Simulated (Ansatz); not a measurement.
Data:

CaTiN2:
```xyz
16
Lattice="6.0652 0.0000 0.0000 0.0000 7.3569 0.0000 0.0000 0.0000 5.3360" Properties=species:S:1:pos:R:3 pbc="T T T"
Ca     0.5413     4.5670     5.2013
Ca     5.5238     2.7899     2.5333
Ca     3.5739     6.4683     5.2013
Ca     2.4912     0.8886     2.5333
Ti     0.4042     0.9308     5.3284
Ti     5.6610     6.4261     2.6604
Ti     3.4368     2.7477     5.3284
Ti     2.6284     4.6093     2.6604
N      0.2737     0.6846     1.8771
N      5.7914     6.6724     4.5451
N      3.3063     2.9939     1.8771
N      2.7589     4.3630     4.5451
N      0.7122     4.8559     2.3204
N      5.3530     2.5010     4.9884
N      3.7448     6.1795     2.3204
N      2.3204     1.1775     4.9884
```

This is the PBE-relaxed structure. Tensor components refer to the Cartesian frame of this cell.

Question: All from PBE (plane waves, PAW; program Ansatz), unless another level is named. Estimate the band gap.

Answer: 2.05 eV (indirect).

Question: What about the electron effective mass?

Answer: 0.45, 1.5, 6.4 mₑ (principal values).

Question: Next, the hole effective mass?

Answer: 0.84, 1.1, 1.1 mₑ (principal values).

Question: Next, the conduction-band minimum?

Answer: on the Γ–X line, 60 % of the way from Γ (k = 0.302, 0.000, 0.000 in fractions of the reciprocal vectors) (2 equivalent valleys).

Question: What about the valence-band maximum?

Answer: at Γ.

Space group Pna2_1. The start of the workflow was typed in or built on a structure type; neither database checked (COD, Materials Project) lists it. COD files the formula under space group No. 31, 59. Whether it is the stable phase at ambient conditions was not checked. The PBE relaxation kept the symmetry of its start; whether a distortion lowers the energy is not shown. The workflow began spin-polarised and lost its moments.

Potentials: the earlier of the program's two PAW sets.
